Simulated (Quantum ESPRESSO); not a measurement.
Band energies of GeS

```
GeS
1.0
   10.67597     0.00000     0.00000
    0.00000     3.68884     0.00000
    0.00000     0.00000     4.34504
S Ge
4 4
Direct
  0.65059   0.25000   0.49665
  0.34941   0.75000   0.50335
  0.84941   0.75000   0.99665
  0.15059   0.25000   0.00335
  0.87503   0.25000   0.36733
  0.12497   0.75000   0.63267
  0.62497   0.75000   0.86733
  0.37503   0.25000   0.13267
```

norm-conserving PBEsol (Quantum ESPRESSO, 78 Ry, scalar-relativistic); path ΓXSYΓZURTZ,YT,UX,SR; energies in eV from the valence-band maximum.

```
k (1/Å)  point  band 36  band 37  band 38  band 39  band 40  band 41  band 42  band 43
-------  -----  -------  -------  -------  -------  -------  -------  -------  -------
0.00         Γ    -1.94    -1.56    -0.85    -0.71    -0.02     1.15     2.63     2.73
0.21              -1.94    -1.77    -0.69    -0.63    -0.12     1.27     2.76     3.05
0.64              -1.88    -1.56    -1.09    -0.85    -0.68     1.23     1.65     1.84
0.85         X    -2.12    -1.34    -1.34    -1.02    -1.02     1.52     1.52     1.56
1.09              -2.31    -1.74    -1.74    -0.74    -0.74     1.32     1.32     2.35
1.57         S    -3.44    -2.04    -2.04    -1.25    -1.25     3.13     3.13     3.36
1.79              -2.82    -2.10    -2.10    -1.01    -1.01     2.57     2.57     3.87
2.21              -1.67    -0.57    -0.57    -0.35    -0.35     1.94     1.94     2.37
2.43         Y    -1.58    -0.86    -0.86    -0.22    -0.22     1.69     1.69     2.49
2.61              -1.82    -1.37    -0.47    -0.22    -0.13     1.43     2.04     2.10
2.97              -1.67    -1.58    -0.99    -0.59    -0.07     1.20     2.58     2.75
3.15         Γ    -1.94    -1.56    -0.85    -0.71    -0.02     1.15     2.63     2.73
3.15         Z    -1.93    -1.78    -1.78    -0.31    -0.31     2.44     2.44     2.59
3.32              -2.04    -1.75    -1.75    -0.27    -0.27     2.52     2.52     2.92
3.66              -2.21    -1.53    -1.53    -0.59    -0.59     1.65     1.65     2.60
4.00         U    -2.36    -1.37    -1.37    -1.37    -1.37     1.78     1.78     1.78
4.18              -2.56    -1.35    -1.35    -1.35    -1.35     1.90     1.90     1.90
4.54              -3.66    -1.39    -1.39    -1.39    -1.39     2.97     2.97     2.97
4.72         R    -3.96    -1.36    -1.36    -1.36    -1.36     2.89     2.89     2.89
4.87              -3.57    -1.47    -1.47    -1.31    -1.31     2.82     2.82     3.17
5.15              -2.52    -1.39    -1.39    -1.06    -1.06     2.95     2.95     3.60
5.29              -2.41    -0.78    -0.78    -0.72    -0.72     2.68     2.68     2.88
5.58         T    -2.10    -0.65    -0.65    -0.25    -0.25     1.68     1.68     2.37
5.86              -1.84    -1.16    -1.16    -0.37    -0.37     1.97     1.97     2.65
6.15              -1.78    -1.68    -1.68    -0.43    -0.43     2.43     2.43     2.66
6.30         Z    -1.93    -1.78    -1.78    -0.31    -0.31     2.44     2.44     2.59
6.30         Y    -1.58    -0.86    -0.86    -0.22    -0.22     1.69     1.69     2.49
6.45              -2.02    -0.73    -0.73    -0.23    -0.23     1.67     1.67     2.42
6.59         T    -2.10    -0.65    -0.65    -0.25    -0.25     1.68     1.68     2.37
6.59         U    -2.36    -1.37    -1.37    -1.37    -1.37     1.78     1.78     1.78
6.89         X    -2.12    -1.34    -1.34    -1.02    -1.02     1.52     1.52     1.56
6.89         S    -3.44    -2.04    -2.04    -1.25    -1.25     3.13     3.13     3.36
7.18         R    -3.96    -1.36    -1.36    -1.36    -1.36     2.89     2.89     2.89
```

The PBEsol gap is 1.15 eV; at least one edge lies off the plotted path, at a point of the SCF mesh. The smallest direct gap is 1.17 eV.

Spin-orbit splittings are left out.

Geometry relaxed with PBE+D3(BJ).

Letters of k points follow the standard setting of the lattice, whose axes may be ordered differently from the printed cell.
